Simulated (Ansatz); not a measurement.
Level of theory: DFT PBE, scalar-relativistic, plane waves, PAW in Ansatz 0.2.0. All cells share a 420 eV cutoff and Γ-centred k meshes spaced at most about 0.3 Å⁻¹ (about 0.25 or finer for metals, 2π included). No spin polarisation in the final relaxations.

All energies are static (0 K, no zero-point motion).

Compare these two cells of Ge₄N, each relaxed at this level.

A.

```xyz
5
Lattice="4.0962 0.0000 0.0000 0.0000 4.0962 0.0000 0.0000 0.0000 5.3142" Properties=species:S:1:pos:R:3 pbc="T T T"
Ge    2.0481    0.0000    2.6571
Ge    0.0000    2.0481    2.6571
Ge    2.0481    0.0000    0.0000
Ge    0.0000    2.0481    0.0000
N     2.0481    2.0481    0.0000
```

B.

```xyz
5
Lattice="4.4273 0.0000 0.0000 0.0000 4.4273 0.0000 0.0000 0.0000 4.4273" Properties=species:S:1:pos:R:3 pbc="T T T"
Ge    0.0000    2.2137    2.2137
Ge    2.2137    0.0000    2.2137
Ge    2.2137    2.2137    0.0000
Ge    0.0000    0.0000    0.0000
N     2.2137    2.2137    2.2137
```

Problem. Which is lower in energy, and by how much?

Solution. B is lower, by 38 meV/atom. A has space group P4/mmm (No. 123), 17.8 Å³/atom and no gap on its mesh; B has space group Pm-3m (No. 221), 17.4 Å³/atom and no gap. Counting Ge atoms around N (those within 1.25 times the shortest such distance or 1.15 times the sum of covalent radii), A has N 4 and B has N 6. Even the lower one lies +0.67 eV/atom against the reference forms of the elements (uncorrected), so neither is stable at this level. In A, Ge on its first site is surrounded by 2 Ge at 2.66 Å, 4 Ge at 2.90 Å and 4 N at 3.35 Å; Ge on its second site is surrounded by 2 N at 2.05 Å and 2 Ge at 2.66 Å; N has 4 Ge at 2.05 Å and 8 Ge at 3.35 Å. In B, around Ge on a site of symmetry 4/mmm lie 2 N at 2.21 Å and 12 Ge at 3.13 Å; around Ge on a site of symmetry m-3m lie 12 Ge at 3.13 Å; N is surrounded by 6 Ge at 2.21 Å. Both come from invented guesses.

Cells relaxed within their symmetry can be saddle points.
